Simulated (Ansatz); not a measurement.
Consider the following.

NbRu:
```yaml
crystal:
  lattice:
    - [4.60951, 0.00000, 0.00000]
    - [0.00000, 3.06657, 0.00000]
    - [-1.54183, 0.00000, 6.77857]
  atoms:
    - { symbol: Nb, position: [0.69050, 0.00000, 0.32371] }
    - { symbol: Nb, position: [0.30950, 0.00000, 0.67629] }
    - { symbol: Nb, position: [0.00000, 0.00000, 0.00000] }
    - { symbol: Ru, position: [0.50000, 0.50000, 0.00000] }
    - { symbol: Ru, position: [0.20591, 0.50000, 0.34798] }
    - { symbol: Ru, position: [0.79409, 0.50000, 0.65202] }
```

This is the PBE-relaxed structure.

All from PBE (plane waves, PAW; program Ansatz), unless another level is named. Predict the formation energy from the elements (no fitted shifts).

-0.21 eV/atom.

Give the density of states at the Fermi level.

1.0 states/eV per atom (mean over ±0.08 eV).

Space group P2/m. The start of the workflow was typed in or built on a structure type; neither database checked (COD, Materials Project) lists it. COD files the formula under space group No. 123, 221. Its standing as an ambient phase is unchecked. The cell was relaxed with PBE under the symmetry of its start; its stability against distortions is not shown here. The run is not spin-polarised. The references are the lowest solids computed at this level, not always the standard phases. Scalar-relativistic: spin–orbit coupling is off unless named, which matters more the heavier the elements.

Potentials: the earlier of the program's two PAW sets.
